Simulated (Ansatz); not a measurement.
The relaxed structure here is a generated cell of TaN: the first start was made by placing the elements on the sites of a structure type, and the end was not matched to a known phase here, so it may be hypothetical. Known forms of TaN include space group No. 225.

The end point of a relaxation of TaN. Space group I4₁md (No. 109). The numbers are results of PBEsol (plane waves to 420 eV, PAW, scalar-relativistic; Ansatz, an electronic-structure program), not measurements.

```cif
data_N4Ta4
_chemical_formula_sum 'Ta4 N4'
_space_group_name_H-M_alt 'I41md'
_space_group_IT_number 109
_space_group_name_Hall 'I 4bw -2'
_cell_length_a 2.88820
_cell_length_b 2.88820
_cell_length_c 10.19593
_cell_angle_alpha 90.000
_cell_angle_beta 90.000
_cell_angle_gamma 90.000
loop_
_atom_site_label
_atom_site_type_symbol
_atom_site_symmetry_multiplicity
_atom_site_Wyckoff_symbol
_atom_site_fract_x
_atom_site_fract_y
_atom_site_fract_z
_atom_site_occupancy
Ta1 Ta 4 a 0.00000 0.00000 0.99884 1
N1 N 4 a 0.00000 0.00000 0.41716 1
```
(The calculation used a cell of 4 atoms; values per cell refer to that cell.)

For TaN, the volume per atom is 10.63 Å³ and the band gap comes out as 0.60 eV, indirect (valence top at 69 % of the way from M to S, conduction bottom at 50 % of the way from Γ to X) (no spin-orbit coupling). The smallest direct gap is 0.84 eV at 69 % of the way from M to S. The shortest distances comes out as N–Ta 2.21 Å; Ta–Ta 2.89 Å; N–N 2.89 Å. The k-mesh is 16×16×16.

Band energies at high-symmetry points (eV from the VBM; labels of this space group; no spin-orbit coupling), from −5 eV up to 2.8 eV:

| point | energies |
|---|---|
| Γ | -4.37 -4.37 -3.48 -3.48 -3.23 -3.14 1.84 |
| X | -4.80 -4.80 -0.58 -0.58 |
| P | -4.95 -4.95 -0.55 -0.55 |
| N | -4.49 -3.63 -2.32 -1.27 1.31 2.55 |
| M | -4.90 -4.90 -3.83 -3.83 -2.91 -2.91 |
| S | -4.50 -4.01 -2.23 -0.93 1.01 2.33 |
| S0 | -4.50 -4.01 -2.23 -0.93 1.01 2.33 |
| R | -4.77 -4.77 -0.63 -0.63 |

No spin polarisation in the result.

The run could not lose the symmetry of its start, so the end can be a saddle point.
